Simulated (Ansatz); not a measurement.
# NbAs: which magnetic state is lowest?

These are results of DFT r2SCAN, scalar-relativistic, plane waves, PAW (Ansatz 0.2.0), not measurements.

```
CELL_PARAMETERS angstrom
0.00000 2.90678 2.90678
2.90678 0.00000 2.90678
2.90678 2.90678 0.00000
ATOMIC_POSITIONS crystal
Nb 0.00000 0.00000 0.00000
As 0.25000 0.25000 0.25000
```

The plane-wave cutoff is 500 eV, the Γ-centred k-mesh is 12×12×12 and the occupation rule is Gaussian smearing, 0.1 eV. The list of starting moments (μB, in atom order) is 2.5 0 and the check for lower electronic states after the SCF is off.

All runs keep this geometry, which isn't relaxed for the lowest state (largest force there 0.127 eV/Å, pressure 0.3 GPa) and needn't be a stable compound; relaxing each order can shift differences of a few meV. A propagation vector, in units of the reciprocal vectors, doubles the cell, which takes an equally dense mesh. r2SCAN tends to overstate moments in metals, so a weak moment here may be absent in the real material. Site moments are spin moments in atom-centred spheres that scale with the neighbour distance. The states are those that the runs reached from these starts; a lower one can exist.

Task: Order the starts by the energy of the state that they reach, lowest first.
A. large parallel starting moments
B. no spin
C. antiferromagnetic, doubled cell, propagation vector (0, 0, 1/2)

Result: C (0.00 meV/atom), A (3.52 meV/atom), B (36.7 meV/atom).

| start | ends | energy above lowest (meV/atom) | site moments (μB) | gap on mesh (eV) | P (GPa) |
| --- | --- | --- | --- | --- | --- |
| no spin | non-magnetic | 36.7 | none over 0.05 | metal | -1.3 |
| large parallel starting moments | ferromagnetic | 3.52 | Nb +0.90, As -0.06 | metal | 1.4 |
| antiferromagnetic, doubled cell, propagation vector (0, 0, 1/2) | antiferromagnetic | 0.00 | Nb +0.63, Nb -0.63 | metal | 0.3 |

Cost: 3 runs of about 4.5 core-minutes in all, on Intel Xeon Platinum 8259CL (Skylake/Cascade Lake) (shared hosts).